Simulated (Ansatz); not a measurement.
CH in its lowest state found on the top face of a (100) slab of AlNi (Pm-3m (No. 221)), 7 planes, outer planes Ni (top) and Ni (bottom); 1 a cell of 8.19 Å², its atoms last:

```
CELL_PARAMETERS angstrom
2.86217 0.00000 0.00000
0.00000 2.86217 0.00000
0.00000 0.00000 28.68650
ATOMIC_POSITIONS crystal
Ni 0.50000 0.50000 0.29631
Al 0.00000 0.00000 0.34619
Ni 0.50000 0.50000 0.39608
Al 0.00000 0.00000 0.44511
Ni 0.50000 0.50000 0.49526
Al 0.00000 0.00000 0.54415
Ni 0.50000 0.50000 0.60146
C 0.00000 0.00000 0.61712
H 0.00000 0.00000 0.65557
```

These are results of DFT PBEsol, scalar-relativistic, plane waves, PAW in Ansatz, not measurements. Settings: cutoff 420 eV, Γ-centred mesh 10×10×1 on the computed 9-atom cell, Gaussian smearing of 0.10 eV; no spin polarisation. The cell repeats along c with a dipole correction in the vacuum.

The clean top face has a work function of 4.79 eV. Adsorption changes the slab's dipole along +c by Δp = +0.0687 e·Å a cell (+0.33 D an adsorbate).

Q: What change of work function does the Helmholtz equation give?

A: A sheet of dipoles makes a step in an electron's potential energy of −e·Δp/(ε0·A), and e/ε0 = 180.95 eV·Å for Δp in e·Å: −180.95 × (0.0687)/8.19 = -1.52 eV. This is the change of φ(top) − φ(bottom). If the bottom face is unmoved, φ(top) becomes 3.27 eV.

Q: How does that compare with the calculation?

A: φ(top) changes by -1.52 eV and φ(bottom) by 0.00 eV, so their difference changes by -1.52 eV. The bottom face hardly moves.

Q: What does the sign say about the electrons?

A: The change of dipole points out of the surface, so the work function falls. The molecule's own dipole can set this sign. Δp also holds the adsorbate's own dipole and the moves of the surface atoms, so it isn't a charge transfer alone.

Cost: 4 runs of about 14 core-minutes in all, on Intel Xeon Platinum 8488C (Sapphire Rapids) (shared hosts).